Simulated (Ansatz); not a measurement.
## Si2Mo: a ladder of calculations

Cell of run 1: a COD entry, its atoms then relaxed with PBE in this cell.

```xyz
3
Lattice="-1.6000 1.6000 3.9305 1.6000 -1.6000 3.9305 1.6000 1.6000 -3.9305" Properties=species:S:1:pos:R:3 pbc="T T T"
Si    0.0000    0.0000    2.6329
Si    0.0000    0.0000    5.2281
Mo    0.0000    0.0000    0.0000
```

Atoms are numbered from 1 in the order listed; like atoms form one site, named after its first atom.

All runs are DFT with Ansatz 0.2.0 (plane waves and PAW, scalar-relativistic unless spin–orbit coupling is named, Γ-centred meshes, Fermi–Dirac smearing where given) in this cell.

Run 1: PBE, atoms relaxed; 420 eV, 20×20×20 k-points, smearing 0.05 eV.
Run 2: r2SCAN, at the relaxed atoms; 500 eV, 20×20×20 k-points, smearing 0.05 eV.
Run 3: PBE with spin–orbit coupling, at the relaxed atoms; 420 eV, 20×20×20 k-points, smearing 0.05 eV.
Run 4: LDA, at the relaxed atoms; 420 eV, 20×20×20 k-points, smearing 0.05 eV.
Run 5: PBEsol, at the relaxed atoms; 420 eV, 20×20×20 k-points, smearing 0.05 eV.

Q: What does each run give, and what moves the gradients most?

A: 

```csv
run,Si V_zz (η),Mo V_zz (η)
1,-1.08 (0.00),-5.84 (0.00)
2,-1.11 (0.00),-5.98 (0.00)
3,-1.07 (0.00),-5.84 (0.00)
4,-1.07 (0.00),-5.93 (0.00)
5,-1.08 (0.00),-5.93 (0.00)
```

V_zz in 10²¹ V/m². Against run 1, the gradient tensors on these sites move by at most 0.14 in run 2 (Mo), 0.00 in run 3, 0.09 in run 4 (Mo), 0.09 in run 5 (Mo). Taken one at a time, the functional (between the two that differ most) moves the tensors on these sites by up to 0.14 (largest principal value of the change, on Mo), spin–orbit coupling by 0.00.

In runs 1, 2, 3, 4, 5 there is no gap above 0.1 eV, so the gradients can move by 10 % or more with the k-mesh. The cell isn't the equilibrium one in run 4 (calculated pressure -6 GPa), and the entry's cell may itself be off.
